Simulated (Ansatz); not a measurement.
### Question
Name crystals whose computed values (PBE in the plane-wave PAW code Ansatz) fall in these windows: electron conductivity mass (mₑ) 0.081 to 0.11; B₀ by P(V) fit (GPa) 67 to 79.

### Answer


| crystal | electron conductivity mass (mₑ) | B₀ by P(V) fit (GPa) |
|---|---|---|
| SiGe, Pmma (Si on 2e, Ge on 2f) | 0.097 | 74.1 |
Others may fit too.

Typed or built starts, not in the databases checked: SiGe, Pmma (Si on 2e, Ge on 2f). The cell was relaxed under the symmetry of its start. Spin–orbit coupling is left out wherever it is not named.

Potentials: the earlier of the program's two PAW sets.
